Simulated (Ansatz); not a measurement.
Cu Kα1 powder pattern (kinematic, no thermal factors).
```json
{"2θ (°)": "20.28", "relative intensity": "2"}
{"2θ (°)": "21.41", "relative intensity": "3"}
{"2θ (°)": "29.66", "relative intensity": "6"}
{"2θ (°)": "37.54", "relative intensity": "26"}
{"2θ (°)": "41.24", "relative intensity": "25"}
{"2θ (°)": "43.03", "relative intensity": "100"}
{"2θ (°)": "43.62", "relative intensity": "2"}
{"2θ (°)": "56.98", "relative intensity": "15"}
{"2θ (°)": "58.88", "relative intensity": "1"}
{"2θ (°)": "61.58", "relative intensity": "1"}
{"2θ (°)": "62.94", "relative intensity": "1"}
{"2θ (°)": "67.74", "relative intensity": "16"}
{"2θ (°)": "74.40", "relative intensity": "1"}
{"2θ (°)": "76.41", "relative intensity": "18"}
{"2θ (°)": "80.11", "relative intensity": "3"}
{"2θ (°)": "82.48", "relative intensity": "19"}
{"2θ (°)": "83.69", "relative intensity": "14"}
{"2θ (°)": "87.66", "relative intensity": "1"}
{"2θ (°)": "89.55", "relative intensity": "3"}
```

The pattern is computed from a structure relaxed with DFT PBE, scalar-relativistic, plane waves, PAW (Ansatz 0.2.0). No spin polarisation. Its elements are Ru, Ta.

Q: Give the structure.

A: TaRu$_{5}$.
Space group P-62m (No. 189). a = 4.788 Å, b = 4.788 Å, c = 4.375 Å, α = 90.00°, β = 90.00°, γ = 120.00°
| atom | site | symmetry | x | y | z |
| --- | --- | --- | --- | --- | --- |
| Ta | 1b | -62m | 0.0000 | 0.0000 | 0.5000 |
| Ru | 3f | m2m | 0.0000 | 0.6538 | 0.0000 |
| Ru | 2d | -6.. | 0.3333 | 0.6667 | 0.5000 |

A pattern alone doesn't exclude other cells with like lines; this is the one computed.

The cell was found from a structure generator's guess, not taken from experiment.
